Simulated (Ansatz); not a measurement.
What a change of settings does to a run on BiTe

Structure from Materials Project entry mp-567362 (possibly hypothetical). The listed cell was then made from it by scaling, straining or moving an atom.

First run: DFT, LDA, all-electron LAPW, scalar-relativistic (Ansatz 0.2.0).

Command: `ansatz run input.yaml --threads 1 --pin off --max-ram 2048MiB --backend cpu --events-out ev --progress --plain --runs-dir out` The run took 40 s on 1 thread of AMD EPYC 7R43 64-Core Processor (Zen 3), with other jobs on the host, peak memory 0.4 GiB.

```yaml
crystal:
  lattice:
    - [0.0, 3.1869031609, 3.1869031609]
    - [3.1869031609, 0.0, 3.1869031609]
    - [3.1869031609, 3.1869031609, 0.0]
  atoms:
    - { symbol: Bi, position: [0.0, 0.0, 0.0] }
    - { symbol: Te, position: [0.5, 0.5, 0.5] }
kpoints:
  mp_grid: { grid: [9, 9, 9] }
scf:
  occupations: { method: fermi_dirac, width: 0.05 }
hamiltonian:
  xc: lda
  pseudopotentials: { kind: all_electron, lapw: { basis_error: 0.001 } }
output:
  forces: true
  stress: true
relax:
  f_tol: 0.005
  max_steps: 80
  cell: {}
```

Result: converged; relaxed volume 32.019 Å³/atom; 18 SCF iterations in all.

No spin–orbit coupling, which matters for the heavy atoms here.

The input is then changed:

```diff
@@ -8,7 +8,8 @@
     - { symbol: Te, position: [0.5, 0.5, 0.5] }
 kpoints:
-  mp_grid: { grid: [9, 9, 9] }
+  mp_grid: { grid: [11, 11, 11] }
 scf:
   occupations: { method: fermi_dirac, width: 0.05 }
+  algorithm: density_mixing
 hamiltonian:
   xc: lda
```

Task: What does the second run give?

Result: It converged; energy at zero smearing -4.3 meV/atom from the first run; relaxed volume 32.007 Å³/atom; 18 SCF iterations in all.
